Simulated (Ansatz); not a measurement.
A frame of SnO$_{2}$ from dynamics at 3000 K, with the forces (eV/Å) computed on a k mesh in the last three columns. Method: Ansatz, DFT PBE, scalar-relativistic, plane waves, PAW.

Settings: cutoff 420 eV, Γ-centred mesh 3×3×3 on the computed 24-atom cell, Fermi–Dirac smearing of 0.26 eV; no spin polarisation.

```xyz
24
Lattice="6.716 0.050 -0.251 0.050 6.941 -0.090 -0.251 -0.090 7.039" Properties=species:S:1:pos:R:3:forces:R:3 pbc="T T T"
Sn    3.087    4.980    3.946   -0.630   -3.460    1.980
Sn    1.160    1.124    5.439    1.830    1.170    1.790
Sn    4.419    1.160    5.559    2.300    0.060   -0.320
Sn    3.184    4.855    0.323   -1.910   -1.360   -1.140
Sn    6.250    6.358    2.035    1.130    2.060   -1.740
Sn    3.046    1.016    2.050    0.260    1.710   -1.160
Sn    0.131    2.661    1.446   -0.250   -4.590   -0.430
Sn    6.339    4.881    5.690   -1.940    0.910    2.460
O     4.050    6.773    4.029   -1.530    0.700    0.600
O     3.342    2.755    3.478    0.000    0.140    0.640
O     3.617    5.648    2.119    0.940   -0.680   -1.420
O     2.371    6.735    0.115    1.540    1.580    0.840
O     6.260    5.033    3.559   -0.860   -2.540    1.380
O     0.994    5.247    3.574    1.130    0.780   -1.920
O     0.248    4.525    1.153   -1.240    2.670   -0.290
O     5.264    1.197    1.826   -1.690    1.020    0.610
O     4.221    4.512    5.815    0.900    0.930   -1.050
O     6.301    0.539    4.419   -2.720   -1.600   -1.290
O     3.816    2.341   -0.128    1.110   -0.080   -0.340
O     1.002    0.805    2.516    1.160    0.870   -0.040
O     6.257    6.847   -0.114   -0.930   -1.660   -1.500
O     1.550    4.737    5.819    1.510   -1.400   -0.450
O     6.098    2.368    5.996    1.530    2.090    1.300
O     2.133    2.638    0.833   -1.670    0.700    1.500
```

Static pressure 1.5 GPa (no kinetic part), no gap on the mesh.

Counting as bonded all pairs within 1.2 times the summed covalent radii, but none from a metal cation to another cation:

```tsv
atom → neighbour	mean count	mean length (Å)	spread (Å)
O → O	0.12	1.49	0.00
O → Sn	2.38	2.15	0.14
Sn → O	4.75	2.15	0.14
```

Angles between all pairs of such bonds at an atom (mean ± spread): 116 ± 20° at O, 103 ± 31° at Sn.

Cost: 1 run of about 2.2 core-minutes, on Arm Neoverse V1 (shared hosts).